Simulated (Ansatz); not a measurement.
Each is relaxed and computed with DFT-r²SCAN in the program Ansatz with PAW potentials. Which is the only one with a gap?
A) HfSi, CsCl type
B) Hf2C, P4/nmm (Hf on 2a, Hf on 2c, C on 2c)
C) HfC, Pm-3m (Hf on 3c, C on 3d)
D) HfO2, P2_1/c (Hf on 4e, O on 4e, O on 4e)

D, HfO2, P2_1/c (Hf on 4e, O on 4e, O on 4e). HfO2: gap 4.60 eV (indirect); Hf2C: metal; HfC: metal; HfSi: metal. Constructed cells (a structure type filled with these elements, in neither database checked): Hf2C, P4/nmm (Hf on 2a, Hf on 2c, C on 2c); HfSi, CsCl type. Typed or built starts, not in the databases checked: HfC, Pm-3m (Hf on 3c, C on 3d). Not the usual ambient phase: HfC, Pm-3m (Hf on 3c, C on 3d). Unstable at this level: HfSi, CsCl type. All cells were relaxed under the symmetry of their starts (and spin orders); stability against distortions was not tested throughout. Rows with no word on spin ran without spin polarisation. Spin–orbit coupling is left out wherever it is not named.

Potentials: the earlier of the program's two PAW sets.
